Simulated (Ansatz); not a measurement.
Stationary points along a deformation path in Rh

The calculation used Ansatz, DFT PBEsol, scalar-relativistic, plane waves, PAW. Settings: plane waves to 420 eV, k-mesh 24×24×6 (Γ-centred), Gaussian smearing 0.15 eV. No spin polarisation. Energies are free energies at this smearing, counted from the undisturbed cell; pressure is positive in compression.

The undisturbed cell (relaxed at this level; with this scan's settings it stands at 0.1 GPa; this form isn't the usual structure):

```xyz
4
Lattice="2.6754 0.0000 0.0000 -1.3377 2.3170 0.0000 0.0000 0.0000 8.7271" Properties=species:S:1:pos:R:3 pbc="T T T"
Rh    0.0000    0.0000    0.0000
Rh    0.0000    1.5447    2.1818
Rh    0.0000    0.0000    4.3636
Rh    1.3377    0.7723    6.5454
```

At fixed volume and fractional coordinates, lengths along (0.000, 0.000, 1.000) are scaled against those across it; ρ is that ratio over its starting value. V = 13.525 Å³/atom. Δσ is the stress along the axis less the mean stress across it (compression positive).

| ρ | ΔE (meV/atom) | Δσ (GPa) | space group |
| --- | --- | --- | --- |
| 0.850 | 243.3 | 47.48 | P6_3/mmc |
| 0.920 | 69.4 | 28.64 | P6_3/mmc |
| 0.960 | 17.1 | 14.75 | P6_3/mmc |
| 1.000 | 0.0 | -0.04 | P6_3/mmc |
| 1.100 | 96.6 | -35.90 | P6_3/mmc |
| 1.200 | 349.0 | -66.74 | P6_3/mmc |

Question: How does the stress give the slope of the energy, and where is the energy stationary?

Answer: Along the path d ln(length) is 2/3 d ln ρ on the axis and −1/3 d ln ρ across it, so dE/d ln ρ = −(2/3) V Δσ: the energy falls with ρ where Δσ is positive. Δσ vanishes or changes sign between ρ = 0.960 and 1.000, a minimum (near 1.00 by linear interpolation). Pairs of stationary points between two samples would go unseen, and could change a minimum read from distant neighbours into a maximum.

Question: Integrate that slope from ρ = 1 to 0.850 by the trapezoid rule.

Answer: With V/N in Å³ and 1 eV/Å³ = 160.2 GPa the slopes at ρ = 1.000, 0.960, 0.920, 0.850 are 2, -830, -1612, -2672 meV/atom per unit of ln ρ. The steps add 16.9 + 52.0 + 169.5 = 238.3 meV/atom, against 243.3 from the energies; the trapezoid rule misses the curvature of the slope within each step.

In a metal these slopes depend on the k mesh and the smearing.

Cost: 6 runs of about 4 core-minutes in all, on Intel Xeon Processor @ 2.50GHz (Skylake/Cascade Lake) (shared hosts).